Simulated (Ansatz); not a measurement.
**Rocksalt alloy of MgO and ZnO (12 of 32 Mg sites exchanged), 64 atoms**

Ansatz, PAW, plane waves. PBEsol relaxation of volume and atoms (shape held) at the single k point (¼, ¼, ¼) without its symmetry partners; single points on the relaxed atoms at the single k point (¼, ¼, ¼) without its symmetry partners, onto which points of the small cell's zone fold. Arrangement: random. No spin–orbit coupling unless named.

Relaxed structure:

```xyz
64
Lattice="8.4684 0.0000 0.0000 0.0000 8.4684 0.0000 0.0000 0.0000 8.4684" Properties=species:S:1:pos:R:3 pbc="T T T"
O     2.1194    8.4663    0.0027
O     2.1195    8.4465    4.2289
O     2.1419    4.2341    0.0216
O     2.1195    4.2534    4.2096
O     6.3520    8.4625    0.0007
O     6.3531    8.4617    4.2302
O     6.3367    4.2278    8.4548
O     6.3528    4.2288    4.2526
O     0.0206    2.0987    8.4465
O     8.4555    2.1341    4.2520
O     0.0209    6.3620    8.4465
O     0.0024    6.3234    4.2555
O     4.2161    2.1155    0.0173
O     4.2557    2.1348    4.2186
O     4.2126    6.3426    8.4443
O     4.2351    6.3217    4.2526
O     8.4677    8.4652    2.0973
O     0.0013    8.4671    6.3761
O     0.0157    4.2277    2.1301
O     8.4500    4.2287    6.3295
O     4.2371    0.0161    2.0942
O     4.2399    8.4468    6.3730
O     4.2143    4.2054    2.1145
O     4.2594    4.2504    6.3546
O     2.1377    2.1116    2.0972
O     2.1015    2.0977    6.3640
O     2.1171    6.3515    2.1177
O     2.1176    6.3747    6.3476
O     6.3357    2.0881    2.1361
O     6.3766    2.1086    6.3266
O     6.3530    6.3645    2.1331
O     6.3549    6.3497    6.3231
Mg    8.4678    8.4650    0.0034
Mg    0.0032    4.2271    4.2271
Mg    4.2372    8.4643    0.0007
Mg    4.2421    4.2300    0.0017
Mg    4.2335    4.2266    4.2343
Mg    2.1180    2.1193    8.4647
Mg    2.1162    6.3459    0.0006
Mg    2.1182    6.3504    4.2301
Mg    6.3554    2.1101    4.2301
Mg    6.3532    6.3446    4.2249
Mg    2.1158    8.4679    2.1224
Mg    2.1227    0.0041    6.3440
Mg    2.1133    4.2291    2.1142
Mg    6.3556    8.4592    2.1153
Mg    6.3519    8.4671    6.3495
Mg    6.3552    4.2266    6.3562
Mg    0.0061    2.1173    6.3493
Mg    0.0013    6.3454    6.3516
Mg    4.2385    2.1116    2.1180
Mg    4.2369    6.3475    6.3490
Zn    8.4679    8.4620    4.2408
Zn    0.0029    4.2297    8.4659
Zn    4.2394    8.4618    4.2316
Zn    2.1200    2.1180    4.2296
Zn    6.3533    2.1095    8.4676
Zn    6.3515    6.3478    8.4607
Zn    2.1207    4.2385    6.3495
Zn    6.3492    4.2261    2.1214
Zn    0.0021    2.1104    2.1148
Zn    0.0023    6.3468    2.1164
Zn    4.2400    2.1148    6.3527
Zn    4.2313    6.3447    2.1141
```

(1) What are the mean bond lengths by pair (pairs within 1.2 times the sum of covalent radii, less contacts 15 % beyond the pair's median; cation–cation pairs of compounds aside; long ionic contacts are cut short by that bound)?

(2) What gap lies between the top filled and the lowest empty level in the single points?

Results:

(1) Mg–O 2.108 ± 0.011 Å (standard deviation, 120 bonds); O–Zn 2.133 ± 0.009 Å (standard deviation, 72 bonds).

(2) r²SCAN 4.53 eV (4.4 s on NVIDIA GB300). Away from Γ this isn't the crystal's band gap.
